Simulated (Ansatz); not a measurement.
RbBr (rock salt, Fm-3m), the program Ansatz at the r²SCAN level (PAW): ε∞ = 2.41, cell volume 83.06 Å³. Infrared-active transverse modes:

```csv
ω_TO (cm⁻¹),oscillator strength S_xx (e²/amu)
88.0,0.03129
```

Question: Compute the static dielectric constant.

Answer: Each mode adds (4.921e7/V) S/ω²: 2.39. So ε0 = 4.80.

Question: What LO frequency does the Lyddane–Sachs–Teller relation give?

Answer: ω_LO = ω_TO √(ε0/ε∞) = 124 cm⁻¹.

The r²SCAN relaxation kept the symmetry of its start; phonons on a q-mesh show no instability. Spin–orbit coupling is left out wherever it is not named.

Potentials: the later of the program's two PAW sets.
